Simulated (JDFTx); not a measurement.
surface: TiAl(100), Al outermost, slab composition Ti2Al3
bulk: TiAl, P4/mmm, lattice of mp-1953 (not re-optimised)
slab: 5 atoms in 5 planes, 1x1, 5.5 Å between the outermost planes
in-plane cell: 2.811 × 4.066 Å, 11.43 Å²
cell height: 21.6 Å
sampling: 8×6×1 k mesh, Fermi smearing 0.01 Ha, no spin polarisation

Whether this polymorph is the ambient one wasn't checked. Neither spin polarisation nor a larger cell was tried.

Computed with JDFTx (a modified build): PBE, GBRV ultrasoft potentials, plane waves to 20/100 Ha. Liquid: linear PCM (GLSSA13), water, 2 M KF; nuclei fixed. Potentials are counted from the potential of zero charge; σ repeats to about 1 %.

```json
[
 {"U − U_pzc (V)": "-1.00", "σ (μC/cm², per face)": "-15.00"},
 {"U − U_pzc (V)": "-0.89", "σ (μC/cm², per face)": "-13.48"},
 {"U − U_pzc (V)": "-0.69", "σ (μC/cm², per face)": "withheld"},
 {"U − U_pzc (V)": "-0.14", "σ (μC/cm², per face)": "-2.38"},
 {"U − U_pzc (V)": "0.16", "σ (μC/cm², per face)": "3.12"}
]
```

Question: Fit σ = C₀x + bx² (x = U − U_pzc) to the other rows by least squares, predict the withheld value, and compare with the run.

Answer: The fit gives C₀ (μF/cm²) = 18.2, b (μF/cm²/V) = 3.29, with a root-mean-square miss of 0.11 μC/cm² on its own rows. It predicts -11.0 μC/cm²; the run gives -10.7 μC/cm², a miss of 0.3 μC/cm².
